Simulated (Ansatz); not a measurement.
Cr (bcc (W type), space group No. 229) at seven volumes, the program Ansatz at the PBE level (PAW), scaled uniformly. One row is withheld.

```
V (Å³/atom)  P (GPa)
-----------  -------
10.708             ?
11.061         13.89
11.414          6.33
11.767          0.02
12.120         -4.97
12.473         -8.79
12.826        -11.68
```

Task: Fit the shown pressures and predict the withheld one.

Result: P = (3/2)B₀(x^(7/2) − x^(5/2))[1 + (3/4)(B′ − 4)(x − 1)] with x = (V₀/V)^(2/3). Least squares on the six rows gives V₀ = 11.768 Å³/atom, B₀ = 183 GPa, B′ = 6.75. At V = 10.708, x = 1.0650 and P = 23.66 GPa. The run itself gave 23.05 GPa.

Space group Im-3m (bcc (W type)). Symmetry was held in the PBE relaxation, as lowered by the spin order. The final state is antiferromagnetic, chosen from 3 collinear starts compared on coarse meshes (ties went to the first, and starts can fall back to one state), not a proven ground state. Textbook magnetic order: a spin-density-wave antiferromagnet.

Potentials: the later of the program's two PAW sets.
